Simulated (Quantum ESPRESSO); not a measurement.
BaSrYSbO₆, space group F-43m (No. 216):

```
CELL_PARAMETERS angstrom
      0.00000     4.23260     4.23260
      4.23260     0.00000     4.23260
      4.23260     4.23260     0.00000
ATOMIC_POSITIONS crystal
  Ba 0.25000 0.25000 0.25000
  Sr 0.75000 0.75000 0.75000
  Y  0.50000 0.50000 0.50000
  Sb 0.00000 0.00000 0.00000
  O  0.76308 0.23692 0.23692
  O  0.76308 0.23692 0.76308
  O  0.23692 0.76308 0.76308
  O  0.23692 0.76308 0.23692
  O  0.76308 0.76308 0.23692
  O  0.23692 0.23692 0.76308
```
Geometry: a computed entry of the Materials Project; it was not checked against measured cells. It is BaSrYSbO6 in F-43m; whether this form has been observed was not checked. Stability against distortions was not tested. The run has no spin polarisation.

```
site  Wyckoff letter  site symmetry
----  --------------  -------------
Ba                 d           -43m
Sr                 c           -43m
Y                  b           -43m
Sb                 a           -43m
O                  f            2mm
```

Cores are frozen. Against all-electron runs on small test molecules, this scheme's |Vzz| missed by −2 to +6 % on O.

Task: Where does symmetry force the field gradient to vanish or to be axial, and what does PBE PAW (JTH datasets; density from pw.x of a modified build of Quantum ESPRESSO, gradients reconstructed from it by a script) give?

Result: 
```csv
site,by symmetry,Vzz (a.u.),η_Q
Ba,vanishes (cubic site),0,–
Sr,vanishes (cubic site),0,–
Y,vanishes (cubic site),0,–
Sb,vanishes (cubic site),0,–
O,η is free,0.667,0.20
```
